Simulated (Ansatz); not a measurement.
Data:

SiGe:
Space group Pmma (No. 51); a = 3.9596 Å, b = 3.9661 Å, c = 5.5959 Å, α = 90.00°, β = 90.00°, γ = 90.00°

```
atom  site  symmetry       x       y       z
----  ----  --------  ------  ------  ------
Si      2e       mm2  0.2500  0.0000  0.1190
Ge      2f       mm2  0.2500  0.5000  0.3685
```

This is the PBE-relaxed structure.

Question: All from DFT-PBE in the program Ansatz with PAW potentials, unless another level is named. Give the formation energy from the elements (no fitted shifts).

Answer: 20 meV/atom.

Question: And the hole effective mass?

Answer: 0.052, 0.25, 2.0 mₑ (principal values).

Question: Give the hole effective mass with spin–orbit coupling.

Answer: 0.062, 0.22, 0.26 mₑ (principal values).

Question: Give the weight of the valence-edge state by species (Voronoi cells).

Answer: Ge 59 %, Si 41 %.

The start of the workflow was typed in or built on a structure type; neither database checked (COD, Materials Project) lists it. Its standing as an ambient phase is unchecked. The PBE relaxation kept the symmetry of its start; its stability against distortions is not shown here. The references are the lowest solids computed at this level, not always the standard phases. Spin–orbit coupling is left out wherever it is not named.

Potentials: the earlier of the program's two PAW sets.

Edges and masses are those of Kohn–Sham bands, whose gap is no quasiparticle gap.
